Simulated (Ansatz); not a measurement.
Computed with DFT PBE, scalar-relativistic, plane waves, PAW (Ansatz). Cutoff 420 eV, Γ-centred meshes of about 0.25 Å⁻¹ or finer for metals and 0.3 Å⁻¹ for insulators (2π included), Gaussian smearing. No spin polarisation.

Relaxed structures of B2C, with energies over the first row. Coordination counts C atoms around B (those within 1.25 times the shortest such distance or 1.15 times the sum of covalent radii).

| # | form | sites | V (Å³/atom) | coordination | ΔE (meV/atom) |
| --- | --- | --- | --- | --- | --- |
| 1 | I4_1/amd | B 8e; C 4a | 7.4 | B 2 | 0 |
| 2 | Cmmm | B 4l; C 2d | 11.5 | B 2 | 141 |

A further structure, relaxed alike:

```cif
data_structure
_symmetry_space_group_name_H-M 'P 1'
_symmetry_Int_Tables_number 1
_cell_length_a 2.6233
_cell_length_b 2.6233
_cell_length_c 3.3313
_cell_angle_alpha 90.000
_cell_angle_beta 90.000
_cell_angle_gamma 120.000
_cell_volume 19.85
loop_
_atom_site_label
_atom_site_type_symbol
_atom_site_fract_x
_atom_site_fract_y
_atom_site_fract_z
_atom_site_occupancy
B1 B 0.66667 0.33333 0.74517 1
B2 B 0.66667 0.33333 0.25483 1
C1 C 0.00000 0.00000 0.50000 1
```

Problem. Place it among the others.

Solution. It falls between rows 1 and 2, 28 meV/atom above row 1, with space group P-6m2 (No. 187) and 6.6 Å³/atom. Counting C atoms around B, this cell has B 3 and row 1 has B 2. This cell and row 1 both hold B–B chains. B is surrounded by 2 B at 1.63–1.70 Å and 3 C at 1.72 Å; C has 6 B at 1.72 Å.

Even the lowest cell shown lies +0.33 eV/atom against the elements' standard structures at this level. The k mesh leaves some 4 meV/atom of noise in the energy of each metallic cell. No dispersion correction is applied, so the spacing and binding between layers, chains or molecules are poorly described (Cmmm), and this can change margins and order among such cells. Trial moments fell under 0.15 μB along the way in I4_1/amd, P-6m2 and Cmmm; another start might hold them. With atoms moved at random, row 1 (by 76 meV/atom) fell into a lower structure and the further cell came back. Row 2 had no clear such test and can be a saddle point. Some candidate types were left out of the draw beforehand, so a known form may be missing.
